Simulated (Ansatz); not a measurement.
FeO:
```xyz
2
Lattice="0.0000 2.1543 2.1543 2.1543 0.0000 2.1543 2.1543 2.1543 0.0000" Properties=species:S:1:pos:R:3 pbc="T T T"
Fe     0.0000     0.0000     0.0000
O      2.1543     2.1543     2.1543
```
Starting moments (μB, in the order of the atoms Fe O): 3.6 0.4.

Relaxed with PBE.

Question: Map the valence electron density (e/Å³), cut off at 6 on the plane through (0.000, 0.000, 0.000) spanned by u = [1, 0, 0] and v = [0, 1, -1] in lattice vectors, from PBE (plane waves, PAW; program Ansatz).

Answer: x is the fraction of u, y of v (the angle between them is 90°; rows are the nearest grid lines); atoms in the plane: Fe at (0.00, 0.00), O at (0.50, 0.50).
```
y \ x   0.000  0.0625  0.188  0.250  0.375  0.438  0.562  0.625  0.750  0.812  0.938   1.00
------  -----  ------  -----  -----  -----  -----  -----  -----  -----  -----  -----  -----
1.00     6.00    6.00   5.00   1.31  0.207  0.154  0.154  0.207   1.31   5.00   6.00   6.00
0.938    6.00    6.00   4.06   1.09  0.214  0.173  0.173  0.214   1.09   4.06   6.00   6.00
0.875    6.00    6.00   2.21  0.677  0.249  0.237  0.237  0.249  0.677   2.21   6.00   6.00
0.750    1.31    1.09  0.449  0.404  0.660  0.833  0.833  0.660  0.404  0.449   1.09   1.31
0.688   0.393   0.375  0.355  0.485   1.30   1.91   1.91   1.30  0.485  0.355  0.375  0.393
0.625   0.207   0.214  0.364  0.660   2.58   4.05   4.05   2.58  0.660  0.364  0.214  0.207
0.562   0.155   0.173  0.401  0.833   4.05   6.00   6.00   4.05  0.833  0.401  0.173  0.155
0.438   0.155   0.173  0.401  0.833   4.05   6.00   6.00   4.05  0.833  0.401  0.173  0.155
0.375   0.207   0.214  0.364  0.660   2.58   4.05   4.05   2.58  0.660  0.364  0.214  0.207
0.312   0.393   0.375  0.355  0.485   1.30   1.91   1.91   1.30  0.485  0.355  0.375  0.393
0.250    1.31    1.09  0.449  0.404  0.660  0.833  0.833  0.660  0.404  0.449   1.09   1.31
0.125    6.00    6.00   2.21  0.677  0.249  0.237  0.237  0.249  0.677   2.21   6.00   6.00
0.0625   6.00    6.00   4.06   1.09  0.214  0.173  0.173  0.214   1.09   4.06   6.00   6.00
0.000    6.00    6.00   5.00   1.31  0.207  0.154  0.154  0.207   1.31   5.00   6.00   6.00
```

The density is the valence pseudo-density with augmentation charge, so density and ELF within about 1 Å of a nucleus are not all-electron values.

Space group Fm-3m (rock salt). Symmetry was held in the PBE relaxation. Magnetic state: ferromagnetic, chosen from 4 collinear starts compared on coarse meshes (ties went to the first, and starts can fall back to one state), not a proven ground state. Textbook magnetic order: antiferromagnetic. No Hubbard U is applied.

Potentials: the later of the program's two PAW sets.
